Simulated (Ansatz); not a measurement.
Relaxation of a generated cell, Sb placed in the trigonal-Te structure type; 3 atoms in the cell, which starts as P3₁21 (No. 152), hP3; a = b = 4.3703 Å, c = 5.8071 Å, α = β = 90.00°, γ = 120.00°. Method: r2SCAN (plane waves to 500 eV, PAW, scalar-relativistic; Ansatz, a first-principles code). Γ-centred k-mesh 9×9×6 on the run's cell (coarser than for final values), Fermi–Dirac smearing 0.05 eV. This is the first round of the run. 

The optimiser's lines from the output (shortened; P is positive under compression):

```
relax step   1: F+E_penalty+E_count = -19496.57152452 eV  Δ(F+E_penalty+E_count) = +0.000e0 eV  max|allowed force component| = 1.574e0 eV/Å  Δτ_max = 0.0000 Å  P = +0.575 GPa  Ω = 96.055 Å³  (7 SCF iters, dr2 threshold 1.00e-7 eV, accepted)
relax step   2: F+E_penalty+E_count = -19497.22787067 eV  Δ(F+E_penalty+E_count) = -6.563e-1 eV  max|allowed force component| = 5.891e-1 eV/Å  Δτ_max = 0.1949 Å  P = -2.214 GPa  Ω = 92.990 Å³  (9 SCF iters, dr2 threshold 3.00e-7 eV, accepted)
relax step   3: F+E_penalty+E_count = -19497.39356515 eV  Δ(F+E_penalty+E_count) = -1.657e-1 eV  max|allowed force component| = 1.468e-1 eV/Å  Δτ_max = 0.1338 Å  P = +1.126 GPa  Ω = 86.776 Å³  (8 SCF iters, dr2 threshold 3.00e-7 eV, accepted)
relax step   4: F+E_penalty+E_count = -19497.42195683 eV  Δ(F+E_penalty+E_count) = -2.839e-2 eV  max|allowed force component| = 2.888e-3 eV/Å  Δτ_max = 0.0234 Å  P = -0.079 GPa  Ω = 88.495 Å³  (6 SCF iters, dr2 threshold 3.00e-7 eV, accepted)
relax step   5: F+E_penalty+E_count = -19497.42233944 eV  Δ(F+E_penalty+E_count) = -3.826e-4 eV  max|allowed force component| = 6.309e-5 eV/Å  Δτ_max = 0.0004 Å  P = -0.005 GPa  Ω = 88.377 Å³  (4 SCF iters, dr2 threshold 1.86e-7 eV, accepted)
relax step   6: F+E_penalty+E_count = -19497.42235231 eV  Δ(F+E_penalty+E_count) = -1.288e-5 eV  max|allowed force component| = 3.618e-5 eV/Å  Δτ_max = 0.0000 Å  P = -0.001 GPa  Ω = 88.373 Å³  (4 SCF iters, dr2 threshold 2.62e-9 eV, accepted)
relax step   7: F+E_penalty+E_count = -19497.42191601 eV  Δ(F+E_penalty+E_count) = +4.363e-4 eV  max|allowed force component| = 3.402e-5 eV/Å  Δτ_max = 0.0000 Å  P = -0.005 GPa  Ω = 88.373 Å³  stress off target by 6.38e-3 GPa  SCF on the basis re-selected at this cell (its energy is not comparable with the rows above)  (6 SCF iters)
```

From the first to the last row the energy changes by -0.28 eV/atom and the volume by -8.0 %. The last row is marked as not comparable with the walk above it, whose basis was carried along; it does compare with step 1, since both stand on a basis selected at the nominal cutoff for their own cell.

Later rounds, restarted from the end of this one on a renewed k-mesh, logged 5 more steps and released under 0.01 eV/atom more. The final structure after all rounds: Pm-3m (No. 221), cP1, AFLOW prototype A_cP1_221_a (A_h); a = b = c = 3.084 Å, α = β = γ = 90.00°. Between re-selections the logged energies stand on a plane-wave basis carried along with the cell. No spin polarisation in the result. The relaxed primitive cell holds an odd number of electrons. A magnetic state may lie lower.

The run could not lose the symmetry of its start, so the end can be a saddle point.

The relaxed structure here is a generated cell of Sb: the first start was made by placing the elements on the sites of a structure type, and the end was not matched to a known phase here, so it may be hypothetical. Known forms of Sb include space group No. 166.
